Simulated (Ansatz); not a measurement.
# TiB2 (AlB2 type, space group P6/mmm): frozen-phonon scan

Relaxed TiB$_{2}$ (AlB2 type, space group P6/mmm):

```
CELL_PARAMETERS angstrom
      6.06397     0.00000     0.00000
     -1.51599     2.62578     0.00000
      3.03199     0.00000     3.22435
ATOMIC_POSITIONS crystal
  Ti 0.00000 0.00000 0.00000
  Ti 0.50000 0.00000 0.00000
  B  0.91667 0.66667 0.50000
  B  0.41667 0.66667 0.50000
  B  0.08333 0.33333 0.50000
  B  0.58333 0.33333 0.50000
```

The atoms are displaced by Q × the pattern below (from a DFPT mode at L = (0.5, 0.0, 0.5), largest move 1; Q in Å), at fixed cell. (q is in reciprocal vectors of the primitive cell; the cell shown is doubled to hold the pattern.)

| atom | x | y | z |
|---|---|---|---|
| B3 | -0.866 | -0.500 | 0.000 |
| B4 | 0.866 | 0.500 | 0.000 |
| B5 | 0.866 | 0.500 | 0.000 |
| B6 | -0.866 | -0.500 | 0.000 |

Atoms not listed stay in place.

All values below come from PBE (plane waves to 420 eV, PAW, scalar-relativistic; Ansatz, a quantum-chemistry and plane-wave program). k mesh 18×18×18 (Γ-centred), Fermi-Dirac smearing 0.05 eV. Energies are smeared free energies. Stress and pressure are positive under compression. With partly filled bands, energies and forces of such displacements shift with the k mesh and the smearing. TiB2 is run without spin polarisation. TiB2 was relaxed with its symmetry unable to fall. The zero of ΔE is the undisplaced structure.

| Q (Å) | ΔE (meV/cell) | −dE/dQ from forces (eV/Å) | P (GPa) |
|---|---|---|---|
| -0.180 | 1465 | 15.404 | 5.7 |
| -0.150 | 1034 | 13.278 | 4.1 |
| -0.120 | 670 | 10.914 | 2.6 |
| -0.090 | 381 | 8.355 | 1.5 |
| -0.060 | 170 | 5.650 | 0.7 |
| -0.030 | 43 | 2.849 | 0.2 |
| 0.000 | 0 | 0.000 | 0.0 |
| 0.030 | 43 | -2.849 | 0.2 |
| 0.060 | 170 | -5.650 | 0.7 |
| 0.090 | 381 | -8.355 | 1.5 |
| 0.120 | 670 | -10.914 | 2.6 |
| 0.150 | 1034 | -13.278 | 4.1 |
| 0.180 | 1465 | -15.404 | 5.7 |

What the scan shows:

```
Property                                                                                                             Result
-----------------------------------------------------------  --------------------------------------------------------------
Energy at Q = 0.180 Å                                                                                         1465 meV/cell
Space group of the distorted cell                                                        Imma (No. 74), lowered from P6/mmm
Symmetry of the curve                                                                         even: the same for both signs
Shape of the curve                                           a single well with its minimum at or next to zero displacement
Harmonic wavenumber from the curvature (finite differences)                                                        774 cm⁻¹
```

The 13 points together took very roughly 10 core-minutes.

(A displaced cell: forces are minus the slopes of the energy, force constants its curvatures, and phonons follow from these.)
